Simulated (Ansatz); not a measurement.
Values for one crystal, relaxed and computed with the program Ansatz at the r²SCAN level (PAW); other levels are named.

```yaml
volume_per_atom: 34.38 Å³
electronic_character: metallic (no gap)
Young's modulus: 52.5 GPa
Bulk modulus (Birch–Murnaghan fit): 49.9 GPa
hill_bulk_and_shear_moduli: 51.0 and 19.7 GPa
Elastic constants (relaxed ions, GPa): C11 = 78.4, C12 = 61.8, C13 = 15.1, C33 = 119, C44 = 8.3, C66 = 57.0
mechanical_stability: stable (all eigenvalues of C positive)
```

Q: Which compound is it?
A. Li, diamond
B. Re, dhcp (α-La type)
C. Rb, β-Sn type
D. Bi, P4/nmm (Bi on 2c)

A: D, Bi, P4/nmm (Bi on 2c)

The first step of the workflow began from a Materials Project structure, measured or hypothetical; the Crystallography Open Database copy checked does not list it. It is not the phase usual at ambient conditions (space group No. 166). The cell was relaxed with r²SCAN under the symmetry of its start; of distortions, only those at the zone centre were tested. As this level gives no gap, shear constants depend on the k-mesh and smearing (Fermi–Dirac, 0.1 eV here). On the denser mesh and wider smearing of the elastic run this cell carries a stress of 0.4 GPa. Scalar-relativistic: spin–orbit coupling is off unless named, which matters more the heavier the elements.

Potentials: the later of the program's two PAW sets.
